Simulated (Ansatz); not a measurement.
# MgCd2Se3 (P3m1) at 2 levels of theory

One geometry, relaxed with PBE; plane waves with PAW potentials in Ansatz, scalar-relativistic. No spin polarisation. Gaps are the least over mesh and band path; pressure is positive in compression.

```xyz
12
Lattice="4.3436 0.0000 0.0000 -2.1718 3.7617 0.0000 0.0000 0.0000 21.1620" Properties=species:S:1:pos:R:3 pbc="T T T"
Mg    2.1718    1.2539    3.5789
Mg    0.0000    2.5078    6.9494
Cd    2.1718    1.2539   10.4752
Cd    2.1718    1.2539   17.6783
Cd    0.0000    2.5078   14.0755
Cd    0.0000    2.5078    0.1254
Se    2.1718    1.2539    6.1770
Se    2.1718    1.2539   13.1612
Se    2.1718    1.2539   20.3666
Se    0.0000    2.5078    2.8118
Se    0.0000    2.5078    9.5549
Se    0.0000    2.5078   16.7636
```

```tsv
level	cutoff (eV)	k mesh	gap (eV)	pressure (GPa)
PBE	420	6×6×2	0.91	0.0
```

**Question.** What comes out on the same cell with r2SCAN?

**Answer.**
```
 level  cutoff (eV)  k mesh  gap (eV)  pressure (GPa)
r2SCAN          500   6×6×2      1.40            -1.4
```

The structure comes from a generated guess; another structure or a mixture of phases may lie lower.
